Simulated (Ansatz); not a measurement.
MoSeS:
```cif
data_Mo2S2Se2
_chemical_formula_sum 'Mo2 Se2 S2'
_space_group_name_H-M_alt 'P 1'
_space_group_IT_number 1
_cell_length_a 3.18972
_cell_length_b 3.18972
_cell_length_c 12.56677
_cell_angle_alpha 90.000
_cell_angle_beta 90.000
_cell_angle_gamma 120.000
loop_
_space_group_symop_operation_xyz
  'x, y, z'
loop_
_atom_site_label
_atom_site_type_symbol
_atom_site_fract_x
_atom_site_fract_y
_atom_site_fract_z
_atom_site_occupancy
Mo1 Mo 0.00000 0.00000 0.26506 1
Mo2 Mo 0.00000 0.00000 0.73494 1
Se1 Se 0.66667 0.33333 0.86937 1
Se2 Se 0.33333 0.66667 0.13063 1
S1 S 0.33333 0.66667 0.38570 1
S2 S 0.66667 0.33333 0.61430 1
```

This is the LDA-relaxed structure.

Problem. All from LDA in the plane-wave PAW code Ansatz, unless another level is named. Predict the smallest direct gap on the standard path.

Solution. 1.69 eV.

Problem. Next, the electron effective mass?

Solution. 0.47, 0.57, 0.79 mₑ (principal values).

Problem. What about the weight of the conduction-edge state by species (Voronoi cells)?

Solution. Mo 54 %, Se 29 %, S 17 %.

Space group P-3m1. The workflow started from a Materials Project entry (that database holds measured and hypothetical structures alike); the Crystallography Open Database copy checked does not list it. Its standing as an ambient phase is unchecked. Symmetry was held in the LDA relaxation; of distortions, only those at the zone centre were tested. No spin polarisation was allowed. A crystal of weakly bound layers computed without a dispersion correction: the cell and the soft elastic constants depend strongly on that. Spin–orbit coupling is left out wherever it is not named.

Potentials: the later of the program's two PAW sets.
